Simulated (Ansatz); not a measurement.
Structures of TlOs2: which is lowest?

Plane-wave DFT in Ansatz with scalar-relativistic PAW potentials, cutoff 420 eV, Γ-centred meshes chosen by cell and gap, Gaussian smearing with energies taken to zero width. Every cell was relaxed (cell and atoms) in a run of its own, within the symmetry of its start. Functional: PBE.

Relaxed structures (starts from databases or built by putting these elements on another compound's sites):
A. Fd-3m, 6 atoms in the computed cell, a = 7.561 Å; sites (symmetry × multiplicity) Tl -43m × 8, Os .-3m × 16; start: built
B. P6_3/mmc, 6 atoms in the computed cell, a = 2.905 Å, c = 14.115 Å; sites (symmetry × multiplicity) Tl -6m2 × 2, Os 3m. × 4; start: built

**Question.** Rank them by energy. Could pressure change the order?

**Answer.**
| structure | group | E − E(lowest) (meV/atom) | V (Å³/atom) | gap on mesh (eV) |
| --- | --- | --- | --- | --- |
| B | P6_3/mmc | 0.0 | 17.19 | 0.00 |
| A | Fd-3m | 254 | 18.01 | 0.00 |

B is lowest, 254 meV/atom under A. The lowest is also the densest of these, so pressure wouldn't bring one of the others in at first order. Other structures may lie lower than all of these, and vibrations aren't counted.

Spin-orbit coupling is left out, which matters for the bands of heavy elements. For Tl, Pb and Bi spin-orbit coupling shifts energies too.